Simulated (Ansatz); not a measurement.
## Cs2TlInF6: frozen normal mode

All numbers below come from DFT PBEsol, scalar-relativistic, plane waves, PAW (Ansatz). Cutoff 420 eV, Γ-centred 4×4×4 k-points, Gaussian smearing of 0.05 eV. Spin–orbit coupling is left out, which matters for the heavy elements here. No spin polarisation. Energies are free energies at this smearing, counted from the undisturbed cell; pressure is positive in compression.

The undisturbed cell (relaxed at this level; it needn't be the usual structure):

```
CELL_PARAMETERS angstrom
0.00000 4.71270 4.71270
4.71270 0.00000 4.71270
4.71270 4.71270 0.00000
ATOMIC_POSITIONS crystal
Cs 0.75000 0.75000 0.75000
Cs 0.25000 0.25000 0.25000
Tl 0.00000 0.00000 0.00000
In 0.50000 0.50000 0.50000
F 0.72129 0.27871 0.27871
F 0.27871 0.27871 0.72129
F 0.27871 0.72129 0.72129
F 0.27871 0.72129 0.27871
F 0.72129 0.27871 0.72129
F 0.72129 0.72129 0.27871
```

A zone-centre mode of this cell is frozen in: each atom moves by x times its row below, so x is the largest displacement.
```
atom ux uy uz
 Cs1   0.000   0.000   0.000
 Cs2   0.000   0.000   0.000
 Tl3   0.000   0.000   0.000
 In4   0.000   0.000   0.000
  F5  -1.000   0.000   0.000
  F6   0.000   0.000  -1.000
  F7   1.000   0.000   0.000
  F8   0.000  -1.000   0.000
  F9   0.000   1.000   0.000
 F10   0.000   0.000   1.000
```

```
  x (Å)  ΔE (meV/cell) force along the mode (eV/Å) pressure (GPa) gap on the mesh (eV)
-0.1200              ?                            ?             5.4                  4.51
-0.0900          444.2                        10.54             3.7                  4.47
-0.0600          188.6                         6.57             2.2                  4.35
-0.0300           45.0                            ?               ?                  4.14
 0.0000            0.0                        -0.01             0.0                  3.86
 0.0300           41.7                        -2.71            -0.9                  3.51
 0.0600          159.4                            ?               ?                  3.11
 0.0900          343.1                        -7.12            -2.0                  2.68
 0.1050          456.7                        -8.02            -2.2                  2.46
 0.1200          583.2                        -8.83            -2.3                  2.23
```

Give the withheld values.

ΔE (meV/cell) at x (Å) = -0.1200: 826.6; force along the mode (eV/Å) at x (Å) = -0.1200: 15.05; force along the mode (eV/Å) at x (Å) = -0.0300: 3.07; pressure (GPa) at x (Å) = -0.0300: 1.0; force along the mode (eV/Å) at x (Å) = 0.0600: -5.08; pressure (GPa) at x (Å) = 0.0600: -1.5.

Cost: 10 runs of about 1.1 core-minutes in all, on Arm Neoverse V1 (shared hosts).